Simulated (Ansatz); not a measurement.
# Bands of Ir

```
Ir
1.0
     0.00000    1.92696    1.92696
     1.92696    0.00000    1.92696
     1.92696    1.92696    0.00000
Ir
1
Direct
  0.00000 0.00000 0.00000
```

The cell is the one relaxed in the Materials Project (mp-101), not relaxed further here; entries there can be hypothetical.

Spin polarisation is left out, and whether a magnetic state lies lower isn't shown here.

Spin–orbit coupling is left out, though it moves levels of the heavy atoms by tenths of an eV or more.

All numbers below come from Ansatz 0.2.0, DFT, PBE, all-electron LAPW, scalar-relativistic.

Settings: a Γ-centred 18×18×18 k mesh, Fermi–Dirac smearing of 0.03 eV, basis error target 0.5 meV/atom, no spin polarisation.

Points in fractions of the reciprocal vectors of this cell: Γ (0, 0, 0), X (0.5, 0, 0.5), U (0.625, 0.25, 0.625), K (0.375, 0.375, 0.75), L (0.5, 0.5, 0.5), W (0.5, 0.25, 0.75). The path joins them by straight lines in the order Γ–X–U–K–Γ–L–W–X; legs that retrace an earlier one aren't tabulated. Energies are in eV from the Fermi level.

Task: List the levels at U between -20 and 8.5 eV.

Result: -6.88, -5.93, -2.88, -0.91, 0.57, 6.17, 7.58.

Task: List the levels at Γ between -20 and 8.5 eV.

Result: -11.04, -3.86 (×3), -1.21 (×2).

Task: List the levels at K between -20 and 8.5 eV.

Result: -6.88, -5.93, -2.88, -0.91, 0.57, 6.17, 7.58.

Task: What is the band gap?

Result: none: with an odd electron count and no spin polarisation the bands can't all be full, a metal in this set-up (spin order or a larger cell could open a gap).
